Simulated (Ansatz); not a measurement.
# Relaxing ytterbium (A15)

The calculation used DFT, r2SCAN, plane waves (500 eV) with PAW, scalar-relativistic (Ansatz 0.2.0). The PAW files were generated under PBE, with cores re-solved for the functional.

k-point mesh 4×4×4, Fermi-Dirac smearing 0.1 eV, no spin polarisation. Cell and atoms relax.

Starting structure:

```yaml
crystal:
  lattice:
    - [6.9121788639, 0.0, 0.0]
    - [0.0, 6.9121788639, 0.0]
    - [0.0, 0.0, 6.9121788639]
  atoms:
    - { symbol: Yb, position: [0.0, 0.0, 0.0] }
    - { symbol: Yb, position: [0.5, 0.5, 0.5] }
    - { symbol: Yb, position: [0.25, 0.0, 0.5] }
    - { symbol: Yb, position: [0.75, 0.0, 0.5] }
    - { symbol: Yb, position: [0.5, 0.25, 0.0] }
    - { symbol: Yb, position: [0.5, 0.75, 0.0] }
    - { symbol: Yb, position: [0.0, 0.5, 0.25] }
    - { symbol: Yb, position: [0.0, 0.5, 0.75] }
hamiltonian:
  xc: r2scan
  pseudopotentials:
    kind: paw
    azcp:
      Yb: "pseudopotentials/Yb.paw.azcp"
basis:
  ecutwfc: 500
  fft_grid_basis: typed
kpoints:
  mp_grid: { grid: [4, 4, 4], shift: [0, 0, 0] }
magnetization:
  spin_polarized: false
scf:
  occupations: { method: fermi_dirac, width: 0.1 }
relax:
  max_steps: 60
  f_tol: 0.01
  cell: {}
```

Task: What cell does the relaxation end in?

Result: Pm-3n with a = 6.579 Å; 35.59 Å³ per atom against 41.28 at the start (-13.8 %).

Task: How much energy does the relaxation gain?

Result: 45.5 meV per atom.
